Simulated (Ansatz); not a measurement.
Data:

SiO$_{2}$:
```xyz
6
Lattice="3.7558 0.0000 0.0000 0.0000 3.7558 0.0000 0.0000 0.0000 3.7558" Properties=species:S:1:pos:R:3 pbc="T T T"
Si     1.8779     1.8779     1.8779
Si     0.0000     0.0000     0.0000
O      0.9389     0.9389     0.9389
O      0.9389     2.8168     2.8168
O      2.8168     2.8168     0.9389
O      2.8168     0.9389     2.8168
```

This is the LDA-relaxed structure.

Task: All from DFT-LDA in the program Ansatz with PAW potentials, unless another level is named. Estimate the Debye temperature from the elastic constants.

Result: 963 K.

Task: Give the elastic constants (relaxed ions, GPa).

Result: C11 = 382, C12 = 266, C44 = 234.

Task: Give the vibrational entropy at 300 K.

Result: 11.0 J/(K·mol of atoms).

Task: Give the zero-point energy.

Result: 104.1 meV/atom.

Space group Pn-3m. The first step of the workflow began from a Materials Project structure, measured or hypothetical; the Crystallography Open Database copy checked does not list it. It is not the phase usual at ambient conditions (space group No. 92, 152, 154). Symmetry was held in the LDA relaxation; whether a distortion lowers the energy is not shown.

Potentials: the earlier of the program's two PAW sets. The files were generated under PBE; for other functionals the program regenerates the frozen cores, and for LDA and PBEsol the local potential too.
